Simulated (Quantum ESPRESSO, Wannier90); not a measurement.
# Tight-binding from DFT: Bi2Pd (I4/mmm)

Structure: Materials Project mp-570197, symmetrised, not relaxed again. COD (Crystallography Open Database) has the formula in 2 space groups, this one among them (matched by group alone). Method: PBEsol plane waves in Quantum ESPRESSO 7.5 (PseudoDojo norm-conserving files, 66 Ry, spinors with spin-orbit coupling), Bloch states on a 6×6×6 mesh through Γ, Wannier90 4.0.1. Density: 12×12×12 mesh, cold smearing 0.01 Ry.

```
begin unit_cell_cart
ang
    0.0000000000   -3.3866800000    0.0000000000
    3.3866800000    0.0000000000    0.0000000000
   -1.6933400000    1.6933400000    6.6234700000
end unit_cell_cart
mp_grid = 6 6 6
```

Problem. Which shells of neighbouring k-points and which b-vectors and weights does Wannier90 pick for this cell and mesh?

Solution. 
```
 *---------------------------------- K-MESH ----------------------------------*
 +----------------------------------------------------------------------------+
 |                    Distance to Nearest-Neighbour Shells                    |
 |                    ------------------------------------                    |
 |          Shell             Distance (Ang^-1)          Multiplicity         |
 |          -----             -----------------          ------------         |
 |             1                   0.158104                      2            |
 |             2                   0.316208                      2            |
 |             3                   0.319156                      8            |
 |             4                   0.389685                      8            |
 |             5                   0.437290                      4            |
 |             6                   0.464994                      8            |
 |             7                   0.474312                      2            |
 |             8                   0.501838                      8            |
       ... (lines left out)
 +----------------------------------------------------------------------------+
 | The b-vectors are chosen automatically                                     |
 | The following shells are used:                       1,  3                 |
 +----------------------------------------------------------------------------+
 |                        Shell   # Nearest-Neighbours                        |
 |                        -----   --------------------                        |
 |                          1               2                                 |
 |                          2               8                                 |
 +----------------------------------------------------------------------------+
 | Completeness relation is fully satisfied [Eq. (B1), PRB 56, 12847 (1997)]  |
 +----------------------------------------------------------------------------+
 |                  b_k Vectors (Ang^-1) and Weights (Ang^2)                  |
 |                  ----------------------------------------                  |
 |            No.         b_k(x)      b_k(y)      b_k(z)        w_b           |
 |            ---        --------------------------------     --------        |
 |             1         0.000000    0.000000    0.158104    17.387728        |
 |             2         0.000000    0.000000   -0.158104    17.387728        |
 |             3         0.309211    0.000000    0.079052     2.614756        |
 |             4         0.000000   -0.309211    0.079052     2.614756        |
 |             5         0.309211    0.000000   -0.079052     2.614756        |
 |             6         0.000000   -0.309211   -0.079052     2.614756        |
 |             7        -0.309211    0.000000   -0.079052     2.614756        |
 |             8        -0.309211    0.000000    0.079052     2.614756        |
 |             9         0.000000    0.309211   -0.079052     2.614756        |
 |            10         0.000000    0.309211    0.079052     2.614756        |
```
